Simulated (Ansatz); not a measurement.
Values for one crystal, relaxed and computed with DFT-r²SCAN in the program Ansatz with PAW potentials; other levels are named.

* **Volume per atom**: 21.30 Å³
* **Band gap**: 0.66 eV (indirect)
* **Conduction-band minimum**: at M (3 equivalent valleys)
* **Gap with spin–orbit coupling**: 0.60 eV
* **Pressure derivative B′**: 4.5
* **Electron effective mass with spin–orbit coupling**: 0.11, 1.2, 1.2 mₑ (principal values)
* **HSE06 gap on the r²SCAN cell**: 0.98 eV

Task: Which compound is it?
A) SiGe, wurtzite
B) BAs, wurtzite
C) ZnS, wurtzite
D) SiO2, P3_221 (Si on 3a, O on 6c)

Result: A, SiGe, wurtzite

Space group P6_3mc (wurtzite). The first step of the workflow began from a Materials Project structure, measured or hypothetical; the Crystallography Open Database copy checked does not list it. Its standing as an ambient phase is unchecked. The cell was relaxed with r²SCAN under the symmetry of its start; whether a distortion lowers the energy is not shown. Scalar-relativistic: spin–orbit coupling is off unless named, which matters more the heavier the elements.

Potentials: the later of the program's two PAW sets.
